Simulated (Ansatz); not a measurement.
# Ge2W: computed property card

Ge2W:
Space group Fddd, origin choice 1 (No. 70); a = 4.827 Å, b = 8.390 Å, c = 9.191 Å, α = 90.00°, β = 90.00°, γ = 90.00°

```csv
atom,site,symmetry,x,y,z
Ge,16f,.2.,0.0000,0.3355,0.0000
W,8a,222,0.0000,0.0000,0.0000
```
(The calculation used a cell of 6 atoms; values per cell refer to that cell.)

Space group Fddd (No. 70); conventional cell a = 4.8265 Å, b = 8.3903 Å, c = 9.1909 Å, α = β = γ = 90.00°.

Method: PBE (plane waves, PAW; program Ansatz). Geometry: relaxed at this level of theory. Other levels are named where they apply.

**Cell and energy**

```
Item                                                          Value
-----------------------------------------------------  ------------
Volume per atom                                            15.51 Å³
Density                                                 11.75 g/cm³
Formation energy from the elements (no fitted shifts)  0.21 eV/atom
```

**Electronic structure**

```
Quantity                                                                     Value
------------------------------------  --------------------------------------------
Electronic character                                             metallic (no gap)
Density of states at the Fermi level  0.48 states/eV per atom (mean over ±0.08 eV)
```

A made-up cell: these elements were put on the sites of a structure type; neither database checked (COD, Materials Project) lists it. COD files the formula under space group No. 139, so this cell is another polymorph or a model. Its standing as an ambient phase is unchecked. Symmetry was held in the PBE relaxation; its stability against distortions is not shown here. No spin polarisation was allowed. The references are the lowest solids computed at this level, not always the standard phases. Scalar-relativistic: spin–orbit coupling is off unless named, which matters more the heavier the elements.

Potentials: the later of the program's two PAW sets.
